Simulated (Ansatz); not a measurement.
MoSi2 (MoSi2 type, space group I4/mmm)

```yaml
crystal:
  lattice:
    - [-1.60108, 1.60108, 3.90975]
    - [1.60108, -1.60108, 3.90975]
    - [1.60108, 1.60108, -3.90975]
  atoms:
    - { symbol: Mo, position: [0.00000, 0.00000, 0.00000] }
    - { symbol: Si, position: [0.33530, 0.33530, 0.00000] }
    - { symbol: Si, position: [0.66470, 0.66470, 0.00000] }
```

Two coordinates are scanned: the volume, and the ratio of the stretch along z (the conventional c axis) to the stretch across it. Atoms keep their fractional coordinates.

Computed with r2SCAN (plane waves to 500 eV, PAW, scalar-relativistic; Ansatz, an electronic-structure program). k mesh 14×14×14 (Γ-centred), Fermi-Dirac smearing 0.05 eV. The energy includes the smearing's −TS. Stress and pressure are positive under compression. As the atoms are clamped, bonds stretch with the cell, which overstates energies and stresses. With partly filled bands, the response to shear is sensitive to the k mesh, so small differences along c/a are uncertain. MoSi2 is run without spin polarisation. MoSi2 was relaxed with its symmetry unable to fall. The PAW data are Ansatz's earlier set. ΔE is measured from the relaxed starting cell.

ΔE (meV/atom), with V/V₀ across and (c/a)/(c/a)₀ down:

| (c/a)/(c/a)₀ \ V/V₀ | 0.920 | 0.947 | 0.973 | 1.000 | 1.027 | 1.053 | 1.080 |
|---|---|---|---|---|---|---|---|
| 0.880 | 333 | 273 | 233 | 209 | 199 | 202 | 215 |
| 0.920 | 183 | 133 | 102 | 86 | 84 | 94 | 115 |
| 0.960 | 99 | 56 | 30 | 20 | 23 | 38 | 63 |
| 1.000 | 69 | 29 | 7 | 0 | 6 | 24 | 52 |
| 1.040 | 81 | 43 | 23 | 17 | 24 | 43 | 71 |
| 1.080 | 126 | 89 | 68 | 63 | 70 | 88 | 116 |
| 1.120 | 196 | 157 | 136 | 129 | 135 | 152 | 179 |

P (GPa), with V/V₀ across and (c/a)/(c/a)₀ down:

| (c/a)/(c/a)₀ \ V/V₀ | 0.920 | 0.947 | 0.973 | 1.000 | 1.027 | 1.053 | 1.080 |
|---|---|---|---|---|---|---|---|
| 0.880 | 31.3 | 22.2 | 14.3 | 7.5 | 1.5 | -3.7 | -8.3 |
| 0.920 | 27.0 | 18.1 | 10.5 | 3.8 | -2.0 | -7.0 | -11.4 |
| 0.960 | 24.0 | 15.4 | 7.9 | 1.4 | -4.3 | -9.1 | -13.4 |
| 1.000 | 22.3 | 13.7 | 6.4 | 0.0 | -5.5 | -10.3 | -14.4 |
| 1.040 | 21.4 | 13.0 | 5.7 | -0.6 | -6.0 | -10.7 | -14.7 |
| 1.080 | 21.2 | 12.9 | 5.7 | -0.5 | -5.9 | -10.5 | -14.5 |
| 1.120 | 21.5 | 13.3 | 6.2 | 0.0 | -5.3 | -9.9 | -13.8 |

Summary:

The modulus against c/a change at fixed volume, (3/4V)·∂²E/∂(ln c/a)² (fit, atoms clamped) comes out as 210 GPa, an upper bound as the atoms could relax. Lowest place on the grid: V/V₀ = 1.000, (c/a)/(c/a)₀ = 1.000 (0 meV/atom). Highest place on the grid: V/V₀ = 0.920, (c/a)/(c/a)₀ = 0.880 (333 meV/atom).

(Under strain, the slope of the energy per volume gives the stress and its curvature an elastic modulus.)
